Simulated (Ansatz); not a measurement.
A sound run on NaVS₂ (R-3m), volume scaled by 1.06 (Ansatz, DFT, LDA, all-electron LAPW, scalar-relativistic):

```yaml
crystal:
  lattice:
    - [1.8345903816, 1.0592012507, 6.5877742164]
    - [-1.8345903816, 1.0592012507, 6.5877742164]
    - [0.0, -2.1184025013, 6.5877742164]
  atoms:
    - { symbol: Na, position: [0.5, 0.5, 0.5] }
    - { symbol: V, position: [0.0, 0.0, 0.0], spin: 2.0 }
    - { symbol: S, position: [0.26437887, 0.26437887, 0.26437887] }
    - { symbol: S, position: [0.73562113, 0.73562113, 0.73562113] }
magnetization:
  spin_polarized: true
kpoints:
  mp_grid: { grid: [11, 11, 11] }
scf:
  occupations: { method: fermi_dirac, width: 0.03 }
hamiltonian:
  xc: lda
  pseudopotentials: { kind: all_electron, lapw: { basis_error: 0.001 } }
output:
  forces: true
  stress: true
  eigenvalues: false
  populations: true
```

It converged in 13 iterations. Site moments (μB): Na1 0.00, V2 1.95, S3 -0.05, S4 -0.05. Cell moment 2.00 μB. Pressure -9.50 GPa.

The input is then changed, output keys apart:

```diff
+  max_iter: 100
-  pseudopotentials: { kind: all_electron, lapw: { basis_error: 0.001 } }
+  Pseudopotentials: { kind: all_electron, lapw: { basis_error: 0.001 } }
```

Q: What happens?

A: The input was rejected before any iteration. The fault put in on purpose is a misspelt key; the log may name another complaint first.
```
Error: YAML parse error: error: line 20 column 3: unknown field `Pseudopotentials`, expected one of xc, dispersion, noncollinear_xc, pseudopotentials, hubbard, deformation_potential_offset, integrals
  --> <input>:20:3
   |
18 | hamiltonian:
19 |   xc: lda
20 |   Pseudopotentials: { kind: all_electron, lapw: { basis_error: 0.00…
   |   ^ unknown field `Pseudopotentials`, expected one of xc, dispersion, noncollinear_xc, pseudopotentials, hubbard, deformation_potential_offset, integrals
21 | output:
22 |   forces: true
   |
```
